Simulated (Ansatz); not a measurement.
Values for one crystal, relaxed and computed with r²SCAN (plane waves, PAW; program Ansatz); other levels are named.

| Property | Value |
|---|---|
| Volume per atom | 17.44 Å³ |
| Band gap | 0.43 eV (indirect) |
| Valence-band maximum | at D (k = 0.333, 0.333, 0.500 in fractions of the reciprocal vectors) |
| Formation energy from the elements (no fitted shifts) | -0.97 eV/atom |
| Conduction-band minimum | at Y2 (k = 0.500, 0.500, 0.000 in fractions of the reciprocal vectors) |
| HSE06 gap on the r²SCAN cell | 0.79 eV |
| Smallest direct gap on the standard path | 0.95 eV |

Task: Pick the material that matches.
(A) GaN, zinc blende
(B) MgF2, P3_221 (Mg on 3a, F on 6c)
(C) MgB3N3, C2 (Pearson symbol mS28)
(D) AlN, Pm-3n (Al on 6d, N on 6c)

Result: C, MgB3N3, C2 (Pearson symbol mS28)

The start of the workflow was typed in or built on a structure type; neither database checked (COD, Materials Project) lists it. Whether it is the stable phase at ambient conditions was not checked. The cell was relaxed with r²SCAN under the symmetry of its start; whether a distortion lowers the energy is not shown. The volume moved by 110 % from the start of the relaxation. The references are the lowest solids computed at this level, not always the standard phases (solids in place of the gases).

Potentials: the earlier of the program's two PAW sets.
